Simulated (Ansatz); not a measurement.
W:
```
CELL_PARAMETERS angstrom
     -1.58419     1.58419     1.58419
      1.58419    -1.58419     1.58419
      1.58419     1.58419    -1.58419
ATOMIC_POSITIONS crystal
  W  0.00000 0.00000 0.00000
```

Relaxed with r²SCAN. Special points in fractions of this cell's reciprocal vectors: Γ (0.000, 0.000, 0.000); H (0.500, -0.500, 0.500); N (0.000, 0.000, 0.500); P (0.250, 0.250, 0.250).

Q: List the band energies nearest the Fermi level at these points for r²SCAN in the plane-wave PAW code Ansatz.

A: In eV from the Fermi level; about four levels below and three above (degenerate sets whole), none deeper than 8.9 eV; … stands for higher levels left out; points with the same levels are listed once.

| k | below | above |
|---|---|---|
| Γ | -1.28 -1.28 -1.28 | 2.55 2.55 … |
| H | -5.98 -5.98 | 5.31 5.31 5.31 |
| N | -6.52 -3.73 | 0.54 2.39 3.44 |
| P | -3.16 -3.16 -3.16 | 3.62 3.62 7.21 |

Space group Im-3m (bcc (W type)). Symmetry was held in the r²SCAN relaxation. No spin polarisation was allowed. Spin–orbit coupling is left out wherever it is not named.

Potentials: the later of the program's two PAW sets.
